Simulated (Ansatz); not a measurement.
GaN in space group P6_3mc (No. 186; Ga on 2a, Ga on 2b, N on 2a, N on 2b), DFT-LDA in the program Ansatz with PAW potentials. The conduction-band minimum lies at Γ, with 1 equivalent valley. Second derivatives d²E/dk² of the lowest band at one valley (eV·Å²), along Cartesian directions:

| direction | d²E/dk² |
|---|---|
| [100] | 40.91 |
| [010] | 40.90 |
| [001] | 43.05 |
| [110] | 40.90 |
| [101] | 41.99 |
| [011] | 41.99 |

Problem. Find the principal effective masses, the density-of-states mass and the conductivity mass.

Solution. Off-diagonal terms follow from H_xy = H[110] − (H_xx + H_yy)/2, and m*/mₑ = 7.620 eV·Å² over each eigenvalue: 0.18, 0.19, 0.19. One valley's DOS mass (m₁m₂m₃)^(1/3) = 0.18, conductivity mass 3/(Σ 1/mᵢ) = 0.18 mₑ.

Problem. What effective density of states Nc follows at 300 K for parabolic valleys?

Solution. Nc = 2.509e19 × 1 × (0.18)^(3/2) ≈ 1.9e18 cm⁻³.

Problem. With the computed static dielectric constant 10.1 (mean of the diagonal), estimate a hydrogenic donor's binding energy and radius.

Solution. E = 13.606 eV × 0.18/10.1² ≈ 24 meV; a = 0.529 Å × ε/m* ≈ 30 Å. Semilocal masses tend to be too small where the gap is.

A made-up cell: these elements were put on the sites of a structure type. Its sites differ from those of the usual phase in this space group: another stacking or structure type. Symmetry was held in the LDA relaxation; phonons on a q-mesh show no instability. Scalar-relativistic: spin–orbit coupling is off unless named, which matters more the heavier the elements.

Potentials: the later of the program's two PAW sets.
